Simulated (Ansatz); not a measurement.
# Spin-resolved density of states of CsGdS₂ (R-3m)

The geometry is a measured structure from COD, held fixed and not relaxed.

Settings: LDA, 10×10×10 k mesh, Fermi–Dirac smearing of 0.05 eV. LAPW is all-electron LAPW in Ansatz 0.2.0. Site moments are integrated in spheres about the atoms. DFT+U (Dudarev's form): U = 3.0 eV on Gd f.

The input and its command:

```yaml
crystal:
  lattice:
    - [2.05862, 1.1885448112, 8.0136]
    - [-2.05862, 1.1885448112, 8.0136]
    - [0.0, -2.3770896223, 8.0136]
  atoms:
    - { symbol: Cs, position: [0.0, 0.0, 0.0] }
    - { symbol: Gd, position: [0.5, 0.5, 0.5], spin: 7.0 }
    - { symbol: S, position: [0.2336, 0.2336, 0.2336] }
    - { symbol: S, position: [0.7664, 0.7664, 0.7664] }
magnetization:
  spin_polarized: true
kpoints:
  mp_grid: { grid: [10, 10, 10] }
scf:
  occupations: { method: fermi_dirac, width: 0.05 }
hamiltonian:
  xc: lda
  pseudopotentials: { kind: all_electron, lapw: { basis_error: 0.001 } }
  hubbard: { sites: [{ species: Gd, l: f, u_eff: 3 }] }
output:
  forces: true
  stress: true
  eigenvalues: true
  hubbard: { sites: [{ species: Gd, l: f }] }
  populations: true
  dos: { projected: true, de: 0.1, e_range: [-10, 8] }
```

Command: `ansatz run input.yaml --threads 2 --pin off --max-ram 6144MiB --backend cpu --events-out ev --progress --plain --runs-dir out`

Question: Give the density of states by spin, smoothed by a Gaussian of 0.15 eV.

Answer: 
| E − E_F (eV) | majority (states/eV/cell) | minority (states/eV/cell) |
| --- | --- | --- |
| -7.00 | 0.00 | 0.00 |
| -6.60 | 2.52 | 0.00 |
| -6.20 | 14.91 | 0.00 |
| -5.80 | 0.07 | 0.00 |
| -5.40 | 0.00 | 0.00 |
| -5.00 | 0.00 | 0.00 |
| -4.60 | 0.00 | 0.00 |
| -4.20 | 0.00 | 0.00 |
| -3.80 | 0.13 | 0.05 |
| -3.40 | 1.44 | 1.02 |
| -3.00 | 1.42 | 1.60 |
| -2.60 | 2.48 | 2.31 |
| -2.20 | 3.96 | 4.02 |
| -1.80 | 2.43 | 3.15 |
| -1.40 | 2.46 | 2.60 |
| -1.00 | 0.67 | 0.27 |
| -0.60 | 0.01 | 0.00 |
| -0.20 | 0.00 | 0.00 |
| 0.20 | 0.00 | 0.00 |
| 0.60 | 0.01 | 0.00 |
| 1.00 | 0.23 | 0.03 |
| 1.40 | 0.67 | 3.18 |
| 1.80 | 1.03 | 14.77 |
| 2.20 | 0.92 | 1.24 |
| 2.60 | 1.09 | 0.96 |
| 3.00 | 1.51 | 1.30 |
| 3.40 | 2.08 | 1.60 |
| 3.80 | 2.54 | 1.63 |
| 4.20 | 1.94 | 2.11 |
Site moments (μB): Cs1 0.00, Gd2 7.03, S3 -0.03, S4 -0.03. Cell moment 7.00 μB.

Löwdin populations of d and f shells (filled inner shells left out):

| shell | up | down |
| --- | --- | --- |
| Gd2 5d | 0.96 | 0.84 |
| Gd2 4f | 7.00 | 0.06 |

Further occupied bands lie below the window, the nearest with its top at -7.8 eV.

Spin–orbit coupling is left out although heavy atoms are present. With open f shells a run can end in a state that isn't the lowest. None of this fixes the real material's magnetic order: only patterns that fit the cell were computed, without spin fluctuations and on one mesh and smearing, with a functional that can overstate moments.
